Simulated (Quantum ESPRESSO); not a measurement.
# Al8P6CSe: finding a planted mistake in a log

Computed values, not a measurement. The program is pw.x of Quantum ESPRESSO 7.5 (plane-wave density functional theory). The cell is made up: 16 atoms on a doubled zincblende/diamond lattice, with randomly drawn elements, strain and displacements, not relaxed. PseudoDojo standard norm-conserving files (v0.5 for PBE, v0.4.1 for LDA and PBEsol) set the functional; there is no spin polarisation, spin-orbit coupling or dispersion term, and the masses in the input are unused placeholders.

Intended input:

```
&control calculation='scf', pseudo_dir='./dojo.nc.sr.pbe.v0_5.standard.upf', outdir='./o', disk_io='low', tprnfor=.true., tstress=.true. /
&system ibrav=0, nat=16, ntyp=4, nbnd=43, ecutwfc=85.99341389, nosym=.true., tot_charge=0,
 occupations='smearing', smearing='fd', degauss=0.0018374661
/
&electrons conv_thr=7.350e-09, electron_maxstep=60, /
ATOMIC_SPECIES
Al 1.0 Al.upf
C 1.0 C.upf
P 1.0 P.upf
Se 1.0 Se.upf
CELL_PARAMETERS angstrom
5.6969 -0.0402 -0.0131
-0.0402 5.6208 -0.0412
-0.0262 -0.0824 11.2119
ATOMIC_POSITIONS angstrom
Al 0.0295 -0.1019 -0.0978
Al 0.1539 2.8288 2.8742
Al 3.0263 0.1046 2.6794
Al 2.7972 2.7982 0.2081
Al -0.1024 -0.0651 5.6123
Al -0.1269 2.8842 8.3867
Al 2.7293 0.016 8.5254
Al 2.8194 2.7719 5.5953
P 1.3371 1.3161 1.4762
C 1.5514 4.0009 4.1727
P 4.2733 1.4152 4.1734
P 4.2646 4.1391 1.3584
P 1.3558 1.3465 6.8868
P 1.3693 4.2059 9.7866
P 4.0029 1.2331 9.8576
Se 4.2036 4.2806 6.9812
K_POINTS automatic
4 4 2 1 1 1
```

The log is shortened where brackets say so; the opening notice, blank lines, dates and the lines on written files are dropped, and the path of the files is cut. It prints rydbergs, bohrs and kilobars, and counts compression as positive stress. Where no state is partly filled, the Fermi energy that it prints is only some level between the filled and the empty states on the mesh, and need not lie in the true gap.

Log of the intended run:

```
     Program PWSCF v.7.5
     Parallel version (MPI & OpenMP), running on       4 processor cores
     Number of MPI processes:                 4
     Threads/MPI process:                     1
     [start-up lines left out]
     bravais-lattice index     =            0
     lattice parameter (alat)  =      10.7659  a.u.
     unit-cell volume          =    2422.5056 (a.u.)^3
     number of atoms/cell      =           16
     number of atomic types    =            4
     number of electrons       =        74.00
     number of Kohn-Sham states=           43
     kinetic-energy cutoff     =      85.9934  Ry
     charge density cutoff     =     343.9737  Ry
     scf convergence threshold =      7.3E-09
     mixing beta               =       0.7000
     number of iterations used =            8  plain     mixing
     Exchange-correlation= PBE
                           (   1   4   3   4   0   0   0)
     [axes and pseudopotential details left out]
   Cartesian axes
     site n.     atom                  positions (alat units)
         1        Al     tau(   1) = (   0.0051781  -0.0178864  -0.0171668  )
         2        Al     tau(   2) = (   0.0270139   0.4965371   0.5045061  )
         3        Al     tau(   3) = (   0.5312041   0.0183604   0.4703130  )
         4        Al     tau(   4) = (   0.4909904   0.4911659   0.0365276  )
         5        Al     tau(   5) = (  -0.0179742  -0.0114270   0.9851227  )
         6        Al     tau(   6) = (  -0.0222747   0.5062614   1.4721110  )
         7        Al     tau(   7) = (   0.4790719   0.0028085   1.4964569  )
         8        Al     tau(   8) = (   0.4948871   0.4865495   0.9821387  )
         9        P      tau(   9) = (   0.2347001   0.2310140   0.2591162  )
        10        C      tau(  10) = (   0.2723160   0.7022749   0.7324308  )
        11        P      tau(  11) = (   0.7500891   0.2484090   0.7325537  )
        12        P      tau(  12) = (   0.7485619   0.7265330   0.2384389  )
        13        P      tau(  13) = (   0.2379825   0.2363501   1.2088347  )
        14        P      tau(  14) = (   0.2403522   0.7382584   1.7178343  )
        15        P      tau(  15) = (   0.7026259   0.2164451   1.7302969  )
        16        Se     tau(  16) = (   0.7378547   0.7513704   1.2254046  )
     number of k points=    16  Fermi-Dirac smearing, width (Ry)=  0.0018
                       cart. coord. in units 2pi/alat
        k(    1) = (   0.1262054   0.1285387   0.1282711), wk =   0.1250000
        k(    2) = (   0.1256080   0.1266721  -0.1258070), wk =   0.1250000
     [further k points left out]
     Dense  grid:   260983 G-vectors     FFT dimensions: (  64,  64, 125)
     Estimated max dynamical RAM per process >     505.06 MB
     Estimated total dynamical RAM >       1.79 GB
     Initial potential from superposition of free atoms
     starting charge      73.9795, renormalised to      74.0000
     Starting wfcs are   69 randomized atomic wfcs
     total cpu time spent up to now is        6.8 secs
     per-process dynamical memory:   363.3 Mb
     Self-consistent Calculation
     iteration #  1     ecut=    85.99 Ry     beta= 0.70
     Davidson diagonalization with overlap
     ethr =  1.00E-02,  avg # of iterations =  4.0
     total cpu time spent up to now is       18.3 secs
     total energy              =    -374.02222854 Ry
     estimated scf accuracy    <       1.80329123 Ry
     iteration #  2     ecut=    85.99 Ry     beta= 0.70
     Davidson diagonalization with overlap
     ethr =  2.44E-03,  avg # of iterations =  7.5
     total cpu time spent up to now is       32.1 secs
     total energy              =    -372.50998293 Ry
     estimated scf accuracy    <      18.52460884 Ry
     [iterations 3 to 13 left out]
     iteration # 14     ecut=    85.99 Ry     beta= 0.70
     Davidson diagonalization with overlap
     ethr =  1.10E-10,  avg # of iterations =  3.1
     total cpu time spent up to now is      173.7 secs
     total energy              =    -374.96333094 Ry
     estimated scf accuracy    <       0.00000002 Ry
     iteration # 15     ecut=    85.99 Ry     beta= 0.70
     Davidson diagonalization with overlap
     ethr =  2.67E-11,  avg # of iterations =  2.5
     total cpu time spent up to now is      183.1 secs
     End of self-consistent calculation
     [lines on levels left out]
     the Fermi energy is     5.5627 ev
!    total energy              =    -374.96333094 Ry
     estimated scf accuracy    <          1.6E-09 Ry
     smearing contrib. (-TS)   =      -0.00000000 Ry
     internal energy E=F+TS    =    -374.96333094 Ry
     The total energy is F=E-TS. E is the sum of the following terms:
     one-electron contribution =    -204.76508178 Ry
     hartree contribution      =     126.50590322 Ry
     xc contribution           =     -93.74235252 Ry
     ewald contribution        =    -202.96179985 Ry
     convergence has been achieved in  15 iterations
     Forces acting on atoms (cartesian axes, Ry/au):
     atom    1 type  1   force =    -0.03931265    0.03761244    0.04218038
     atom    2 type  1   force =     0.03323763    0.05016015    0.06555847
     atom    3 type  1   force =    -0.05828282   -0.06258679    0.05311328
     atom    4 type  1   force =    -0.03215639   -0.02207979   -0.03107528
     atom    5 type  1   force =     0.09905593    0.00556506   -0.11680734
     atom    6 type  1   force =     0.03608275   -0.06361442    0.02744538
     atom    7 type  1   force =    -0.06006396    0.00248486   -0.04761950
     atom    8 type  1   force =    -0.08209249    0.02165539   -0.10910151
     atom    9 type  3   force =     0.00911592    0.00307023   -0.03598726
     atom   10 type  2   force =    -0.01870733    0.00468462    0.00891505
     atom   11 type  3   force =     0.01855248    0.00317063    0.02567578
     atom   12 type  3   force =     0.04101095    0.01809313    0.00963277
     atom   13 type  3   force =    -0.00361897    0.01287310    0.05647874
     atom   14 type  3   force =     0.01173152   -0.05383414   -0.01162038
     atom   15 type  3   force =     0.08500150    0.06378765    0.02424708
     atom   16 type  4   force =    -0.03955406   -0.02104213    0.03896431
     Total force =     0.326747     Total SCF correction =     0.000122
     Computing stress (Cartesian axis) and pressure
          total   stress  (Ry/bohr**3)                   (kbar)     P=      -53.32
  -0.00040126   0.00011300  -0.00003810          -59.03       16.62       -5.60
   0.00011300  -0.00034164   0.00011695           16.62      -50.26       17.20
  -0.00003810   0.00011695  -0.00034453           -5.60       17.20      -50.68
     init_run     :      6.17s CPU      6.45s WALL (       1 calls)
     electrons    :    175.01s CPU    176.39s WALL (       1 calls)
     forces       :      2.69s CPU      2.76s WALL (       1 calls)
     stress       :      7.94s CPU      8.19s WALL (       1 calls)
     [timing details left out]
     PWSCF        :   3m12.19s CPU   3m14.29s WALL
     JOB DONE.
```

A second run was made from an input with one planted mistake. Its log:

```
     Program PWSCF v.7.5
     Parallel version (MPI & OpenMP), running on       4 processor cores
     Number of MPI processes:                 4
     Threads/MPI process:                     1
     [start-up lines left out]
     bravais-lattice index     =            0
     lattice parameter (alat)  =      10.7659  a.u.
     unit-cell volume          =    2422.5056 (a.u.)^3
     number of atoms/cell      =           16
     number of atomic types    =            4
     number of electrons       =        74.00
     number of Kohn-Sham states=           43
     kinetic-energy cutoff     =      85.9934  Ry
     charge density cutoff     =     343.9737  Ry
     scf convergence threshold =      7.3E-09
     mixing beta               =       0.7000
     number of iterations used =            8  plain     mixing
     Exchange-correlation= PBE
                           (   1   4   3   4   0   0   0)
     [axes and pseudopotential details left out]
   Cartesian axes
     site n.     atom                  positions (alat units)
         1        C      tau(   1) = (   0.0051781  -0.0178864  -0.0171668  )
         2        Al     tau(   2) = (   0.0270139   0.4965371   0.5045061  )
         3        Al     tau(   3) = (   0.5312041   0.0183604   0.4703130  )
         4        Al     tau(   4) = (   0.4909904   0.4911659   0.0365276  )
         5        Al     tau(   5) = (  -0.0179742  -0.0114270   0.9851227  )
         6        Al     tau(   6) = (  -0.0222747   0.5062614   1.4721110  )
         7        Al     tau(   7) = (   0.4790719   0.0028085   1.4964569  )
         8        Al     tau(   8) = (   0.4948871   0.4865495   0.9821387  )
         9        P      tau(   9) = (   0.2347001   0.2310140   0.2591162  )
        10        Al     tau(  10) = (   0.2723160   0.7022749   0.7324308  )
        11        P      tau(  11) = (   0.7500891   0.2484090   0.7325537  )
        12        P      tau(  12) = (   0.7485619   0.7265330   0.2384389  )
        13        P      tau(  13) = (   0.2379825   0.2363501   1.2088347  )
        14        P      tau(  14) = (   0.2403522   0.7382584   1.7178343  )
        15        P      tau(  15) = (   0.7026259   0.2164451   1.7302969  )
        16        Se     tau(  16) = (   0.7378547   0.7513704   1.2254046  )
     number of k points=    16  Fermi-Dirac smearing, width (Ry)=  0.0018
                       cart. coord. in units 2pi/alat
        k(    1) = (   0.1262054   0.1285387   0.1282711), wk =   0.1250000
        k(    2) = (   0.1256080   0.1266721  -0.1258070), wk =   0.1250000
     [further k points left out]
     Dense  grid:   260983 G-vectors     FFT dimensions: (  64,  64, 125)
     Estimated max dynamical RAM per process >     505.06 MB
     Estimated total dynamical RAM >       1.79 GB
     Initial potential from superposition of free atoms
     starting charge      73.9795, renormalised to      74.0000
     Starting wfcs are   69 randomized atomic wfcs
     total cpu time spent up to now is        6.9 secs
     per-process dynamical memory:   363.3 Mb
     Self-consistent Calculation
     iteration #  1     ecut=    85.99 Ry     beta= 0.70
     Davidson diagonalization with overlap
     ethr =  1.00E-02,  avg # of iterations =  3.9
     Threshold (ethr) on eigenvalues was too large:
     Diagonalizing with lowered threshold
     Davidson diagonalization with overlap
     ethr =  9.83E-04,  avg # of iterations =  1.9
     total cpu time spent up to now is       26.4 secs
     total energy              =    -374.27126535 Ry
     estimated scf accuracy    <       0.75168091 Ry
     iteration #  2     ecut=    85.99 Ry     beta= 0.70
     Davidson diagonalization with overlap
     ethr =  1.02E-03,  avg # of iterations =  7.1
     total cpu time spent up to now is       40.2 secs
     total energy              =    -373.42920030 Ry
     estimated scf accuracy    <       7.30353459 Ry
     [iterations 3 to 15 left out]
     iteration # 16     ecut=    85.99 Ry     beta= 0.70
     Davidson diagonalization with overlap
     ethr =  1.35E-11,  avg # of iterations =  4.7
     total cpu time spent up to now is      195.6 secs
     total energy              =    -374.54924375 Ry
     estimated scf accuracy    <       0.00000001 Ry
     iteration # 17     ecut=    85.99 Ry     beta= 0.70
     Davidson diagonalization with overlap
     ethr =  1.35E-11,  avg # of iterations =  1.3
     total cpu time spent up to now is      203.9 secs
     End of self-consistent calculation
     [lines on levels left out]
     the Fermi energy is     5.0470 ev
!    total energy              =    -374.54924375 Ry
     estimated scf accuracy    <          1.8E-09 Ry
     smearing contrib. (-TS)   =      -0.00086490 Ry
     internal energy E=F+TS    =    -374.54837885 Ry
     The total energy is F=E-TS. E is the sum of the following terms:
     one-electron contribution =    -203.91458231 Ry
     hartree contribution      =     125.90223285 Ry
     xc contribution           =     -93.53521994 Ry
     ewald contribution        =    -203.00080946 Ry
     convergence has been achieved in  17 iterations
     Forces acting on atoms (cartesian axes, Ry/au):
     atom    1 type  2   force =     0.00675273   -0.00605628    0.01263814
     atom    2 type  1   force =    -0.09852656   -0.04811888   -0.07571597
     atom    3 type  1   force =    -0.01437079   -0.02302310   -0.00435935
     atom    4 type  1   force =    -0.03296203   -0.01821301   -0.04016665
     atom    5 type  1   force =     0.04777085    0.04109171   -0.07139844
     atom    6 type  1   force =     0.03271128   -0.05804794    0.03902890
     atom    7 type  1   force =    -0.05851955   -0.00072089   -0.03775912
     atom    8 type  1   force =     0.03208552   -0.07325524    0.02690815
     atom    9 type  3   force =    -0.01389080   -0.01990134   -0.05410818
     atom   10 type  1   force =     0.01421116    0.12523897    0.00293678
     atom   11 type  3   force =     0.01528919   -0.00046682    0.02670021
     atom   12 type  3   force =     0.05555855    0.04294100   -0.00220744
     atom   13 type  3   force =    -0.00066538    0.01256094    0.05327155
     atom   14 type  3   force =    -0.04851363   -0.00596006    0.04789081
     atom   15 type  3   force =     0.09619849    0.05378428    0.03353668
     atom   16 type  4   force =    -0.03312905   -0.02185334    0.04280395
     Total force =     0.313750     Total SCF correction =     0.000104
     Computing stress (Cartesian axis) and pressure
          total   stress  (Ry/bohr**3)                   (kbar)     P=      -20.99
  -0.00016801   0.00015139   0.00022127          -24.71       22.27       32.55
   0.00015139  -0.00017354   0.00004745           22.27      -25.53        6.98
   0.00022127   0.00004745  -0.00008658           32.55        6.98      -12.74
     init_run     :      6.53s CPU      6.79s WALL (       1 calls)
     electrons    :    195.38s CPU    197.03s WALL (       1 calls)
     forces       :      2.64s CPU      2.70s WALL (       1 calls)
     stress       :      8.13s CPU      8.37s WALL (       1 calls)
     [timing details left out]
     PWSCF        :   3m32.86s CPU   3m35.17s WALL
     JOB DONE.
```

Question: what was wrong in the second input?

Answer: two atoms have their elements exchanged. The input lines that differ, file-writing options aside:

```
- Al 0.0295 -0.1019 -0.0978
+ C 0.0295 -0.1019 -0.0978
- C 1.5514 4.0009 4.1727
+ Al 1.5514 4.0009 4.1727
```

```
                                            intended run  run with the mistake
                          free energy (eV)     -5101.636             -5096.002
                    smearing term -TS (eV)        0.0000               -0.0118
                            pressure (GPa)         -5.33                 -2.10
            largest force component (eV/Å)         3.003                 3.220
largest change of a force component (eV/Å)                               3.632
                                iterations            15                    17
```

For scale, a rerun of the intended cell at a cutoff of 1467 eV and k mesh 6 x 6 x 4 moved values by no more than 0.012 eV in energy, 0.02 GPa in stress and 0.005 eV/Å in force.